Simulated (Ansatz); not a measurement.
According to DFT-PBE in the program Ansatz with PAW potentials, Re in the diamond structure (Fd-3m) relaxes to a = 5.652 Å. Re has 4 nearest neighbours from 2.45 Å (tetrahedral).

Electronic character: metallic (no gap). Gap from PBE with spin–orbit coupling: none (metallic).

The bulk modulus is 178 GPa.

The start of the workflow was typed in or built on a structure type; neither database checked (COD, Materials Project) lists it. It is not the phase usual at ambient conditions (space group No. 194). Symmetry was held in the PBE relaxation; whether a distortion lowers the energy is not shown. The run is not spin-polarised. Spin–orbit coupling is left out wherever it is not named.

Potentials: the earlier of the program's two PAW sets.
